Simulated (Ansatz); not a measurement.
The relaxed structure here is a generated cell of Ti2Si: the first start was made by a random draw of sites in a space group, and the end was not matched to a known phase here, so it may be hypothetical.

A trial cell of Ti2Si was relaxed with r2SCAN (plane waves to 500 eV, PAW, scalar-relativistic; Ansatz, an electronic-structure program).

Before: R3m, hexagonal axes (No. 160), hR3; a = b = 5.3298 Å, c = 6.6416 Å, α = β = 90.00°, γ = 120.00°.

After relaxation:

Simulated powder pattern, Mo Kα, λ = 0.71073 Å (kinematic, ideal powder, no thermal factors, no anomalous dispersion; the 24 strongest lines at most, above 1 %, up to 2θ = 45°):

```tsv
2θ (°)	I/Imax (%)
14.46	21
15.22	44
17.86	100
22.85	4.9
23.06	5.2
23.55	73
27.57	6.3
29.15	2.3
29.32	4.3
30.73	2.8
31.20	17
33.05	3.2
34.40	2.7
34.89	20
35.77	10
36.18	10
37.55	3.9
37.81	3.8
39.15	1.4
39.46	13
41.87	2.6
42.75	1.2
43.22	1.2
44.36	4.6
```

Identify the relaxed structure from its pattern: crystal system, space group and cell.

Trigonal, R-3m, hexagonal axes (No. 166), hR3; a = b = 4.5775 Å, c = 8.0480 Å, α = β = 90.00°, γ = 120.00°. Sites: Si 3b (0.000, 0.000, 0.500); Ti 6c (0.000, 0.000, 0.192).

Index the strongest lines.

14.46° (0 1 -1 2), 15.22° (0003), 17.86° (1 1 -2 0), 23.55° (1 1 -2 3), 34.89° (3 0 -3 3)+(0 3 -3 3).

No spin polarisation in the result.

The run could not lose the symmetry of its start, so the end can be a saddle point.
